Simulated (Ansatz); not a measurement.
The cell below belongs to a search over invented structures; it isn't taken from experiment.

Input and command of a plane-wave DFT calculation in Ansatz:

```yaml
crystal:
  lattice:
    - [6.3707641438, 0.0, 0.0]
    - [-3.094937217, 5.5733100897, 0.0]
    - [-1.975787246, -2.3235172407, 7.5065081374]
  atoms:
    - { symbol: Cs, position: [0.8747914466, 0.9063446504, 0.0171319173] }
    - { symbol: Li, position: [0.4585338847, 0.4088403962, 0.4268660287] }
    - { symbol: Cr, position: [0.584728364, 0.9621211331, 0.4545662736], spin: 2.22 }
    - { symbol: Cr, position: [0.9721944132, 0.5431199801, 0.4427756661], spin: 2.22 }
    - { symbol: Te, position: [0.9556180114, 0.3926099788, 0.738480629], spin: -0.15 }
    - { symbol: Te, position: [0.4037482043, 0.1261136212, 0.6757255312], spin: -0.15 }
    - { symbol: S, position: [0.6003603926, 0.1895912802, 0.2562249919] }
    - { symbol: S, position: [0.222883913, 0.5785768761, 0.2792352495] }
    - { symbol: S, position: [0.85969564, 0.8252363539, 0.4999672025] }
basis:
  ecutwfc: 420
kpoints:
  mp_grid: { grid: [4, 4, 2] }
hamiltonian:
  xc: pbe
scf:
  occupations: { method: gaussian, width: 0.1 }
  lower_state_search: "off"
output:
  forces: true
  stress: true
  eigenvalues: true
  populations: true
magnetization:
  spin_polarized: true
```

```bash
ansatz run input.yaml --threads 1 --pin off --max-ram 2816MiB --backend cpu --events-out ev --progress --plain --runs-dir out
```

Processor: Intel(R) Xeon(R) Platinum 8488C (Sapphire Rapids), 1 thread, on a host shared with other jobs.

**Question.** Estimate time, memory and problem size.

**Answer.** About 78 s, peak memory 0.81 GiB. It solves 57 bands at 20 k points (after reduction by symmetry) with about 5215 plane waves, in 19 SCF iterations.
